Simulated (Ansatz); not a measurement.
Ansatz (a first-principles code) input:

Ansatz 0.2 input:
```yaml
crystal:
  lattice:
    - [3.2237914576, 0.0, 0.0]
    - [-1.6118957288, 2.7918852987, 0.0]
    - [0.0, 0.0, 12.0097400684]
  atoms:
    - { symbol: Si, position: [0.3333333333, 0.6666666667, 0.75] }
    - { symbol: Si, position: [0.6666666667, 0.3333333333, 0.25] }
    - { symbol: Ta, position: [0.3333333333, 0.6666666667, 0.0957740196] }
    - { symbol: Ta, position: [0.6666666667, 0.3333333333, 0.5957740196] }
    - { symbol: Ta, position: [0.6666666667, 0.3333333333, 0.9042259804] }
    - { symbol: Ta, position: [0.3333333333, 0.6666666667, 0.4042259804] }
    - { symbol: N, position: [0.0, 0.0, 0.0] }
    - { symbol: N, position: [0.0, 0.0, 0.5] }
kpoints:
  mp_grid: { grid: [15, 15, 4] }
hamiltonian:
  xc: r2scan
  pseudopotentials: { azcp: { folder: ./paw }, kind: paw }
scf:
  occupations: { method: gaussian, width: 0.05 }
checkpoint: { read: metal.run }
output: { bader: true, populations: true }
```

Output (shortened):

```
Pseudopotential: Si, paw, valence charge 4
Pseudopotential: Ta, paw, valence charge 13
Pseudopotential: N, paw, valence charge 5
Functional definition: r2SCAN
Crystal: 8 atoms, lattice volume = 108.093 Å³
Basis set: ecut = 500 eV, 2737 PW (Γ), exchange–correlation on 96×96×360 points (64 copies of the dense FFT grid, shifted against one another)
Bands: 51, of which v1, the nominal top of the filled ones, is band 35 counted from 1 (34 counted from 0)
Symmetry: 24 space group operations
Space group: P63/mmc (ITA 194), of the structure as read, at distance tolerance 4.8e-5 Å
k-points: 81 of 900
Stability of the state it starts from, as read at its close in the unpolarized treatment …
iter 1 solved again at ethr=2.00e-8 eV; its pass at ethr=3.10e-3 eV (dr2=1.40e-5 eV) is discarded
SCF iter   1: F=—  HF=-41833.435249 eV  |F-HF|=—  |Δ(HF+E_count)|=         —  Δρ=3.30e-7  dr2=1.43e-10  dr2_τ=8.33e-12  ethr=2.00e-8  ⟨swp⟩=4.0  Hψ=30089  notcnv=0
preconditioner: auto → Kerker (q_TF=auto, 2.538 Å⁻¹)
SCF iter   2: F=-41833.435249 eV  HF=-41833.435249 eV  |F-HF|=4.37e-11  |Δ(HF+E_count)|=   6.12e-8  Δρ=2.55e-7  dr2=7.24e-11  dr2_τ=1.44e-11  ethr=1.00e-12  ⟨swp⟩=7.6  Hψ=14804  notcnv=0
SCF 1 converged in 2 iterations: F = -41833.435249 eV  dr2 = 7.24e-11
SCF converged after 2 iterations
Free energy (F): -41833.435249 eV
Harris-Foulkes:  -41833.435249 eV  (|F-HF|=4.37e-11)
Internal energy: -41833.430256 eV  (E = F + TS)
E sigma→0 (E₀):  -41833.432752 eV
Entropy (-TS):   -0.004993 eV (-0.624 meV/atom)
Fermi energy:    17.691434 eV
--- Per-component energies (eV) ---
  E_band       = -454.203531
  E_kinetic    = 1928.029435
  E_local      = -3490.816968  (includes V_loc(G=0)·N_el)
  E_nonlocal   = 71.559285
  E_hartree    = 1374.095361
  E_xc         = -1450.001965
  E_vxc        = -1314.556200  (∫ρ·V_xc dr)
  E_paw        = -34627.665680  (= ΣΔE_a)
  E_vpaw       = -462.272495  (= ΣTr[D̂ρ^β])
  E_aug_tail   = 0.000278  (compensation charges beyond the density's cutoff)
  E_vtau       = 65.662489  (kinetic-family band-sum trace: ∫τ·v_τ [+ j·A + Jᵃ·Aᵃ] dr)
  E_ewald      = -5635.391857
  E_core_change = -3.238147  (= ΣΔE_core)
  E_smearing   = -0.004993  (= −TS)
  E_closure    = 0.000000  (closes the sum)
  Σ components = -41833.435249   (vs F -41833.435249, Δ=0.00e0)
  [band-id]    e_kinetic+e_local+e_nonlocal+2·e_hartree+e_vxc+e_vpaw+e_augmentation_tail+e_vtau = -454.203453   (vs E_band -454.203531, Δ=7.85e-5)
--- Band table (eV; the first three rows and the last of 81) ---
  k-point 0: bands = ["-52.9296", "-52.9287", "-52.8716", "-52.8707", "-19.2358", "-19.1946", "-18.6814", "-18.6814", "-18.6787", "-18.6787", "-18.6178", "-18.5860", "-18.5860", "-18.5832", "-18.5832", "-18.5714", "-0.8365", "-0.7657", "5.9901", "6.6628", …
  k-point 1: bands = ["-52.9295", "-52.9289", "-52.8715", "-52.8708", "-19.2301", "-19.2010", "-18.6810", "-18.6810", "-18.6791", "-18.6791", "-18.6106", "-18.5856", "-18.5856", "-18.5836", "-18.5836", "-18.5779", "-0.8263", "-0.7763", "6.0643", "6.5248", …
  k-point 2: bands = ["-52.9292", "-52.9292", "-52.8712", "-52.8712", "-19.2159", "-19.2159", "-18.6800", "-18.6800", "-18.6800", "-18.6800", "-18.5938", "-18.5938", "-18.5846", "-18.5846", "-18.5846", "-18.5846", "-0.8014", "-0.8014", "6.2669", "6.2669", …
  k-point 80: bands = ["-52.8726", "-52.8726", "-52.8717", "-52.8717", "-19.1239", "-19.1239", "-19.0830", "-19.0830", "-19.0747", "-19.0747", "-18.8264", "-18.8264", "-18.6702", "-18.6702", "-18.6480", "-18.6480", "-0.0619", "-0.0619", "9.4599", "9.4599", …
--- Löwdin populations: 8 sites ---
  site symbol       q [e]
     0     Si      4.2620
     1     Si      4.2620
     2     Ta     12.4721
     3     Ta     12.4721
     4     Ta     12.4721
     5     Ta     12.4721
     6      N      5.6039
     7      N      5.6039
  spilling = 0.005426 (of n_electrons = 70.000000)
--- Bader charges: 8 sites ---
  site symbol  charge [e]  shift [e]
     0     Si     -1.0114     0.0032
     1     Si     -1.0114     0.0032
     2     Ta      1.4275     0.0040
     3     Ta      1.4275     0.0040
     4     Ta      1.4275     0.0040
     5     Ta      1.4275     0.0040
     6      N     -1.8436     0.0049
     7      N     -1.8436     0.0049
  shift: an alarm, by how much a part of what the PAW files miss would move the charge. Where it is large, compare
  with a run on PAW files of another source; a small one proves nothing
  estimated error of the sums over rays = 6.6e-4 e
```

Cost: roughly 5 core-minutes on shared cores.

Space group P6_3/mmc. The start of the workflow was typed in or built on a structure type; neither database checked (COD, Materials Project) lists it. Whether it is the stable phase at ambient conditions was not checked. The r²SCAN relaxation kept the symmetry of its start; whether a distortion lowers the energy is not shown. The run is not spin-polarised. Spin–orbit coupling is left out wherever it is not named.

Potentials: the earlier of the program's two PAW sets.

Ansatz is a plane-wave DFT program.
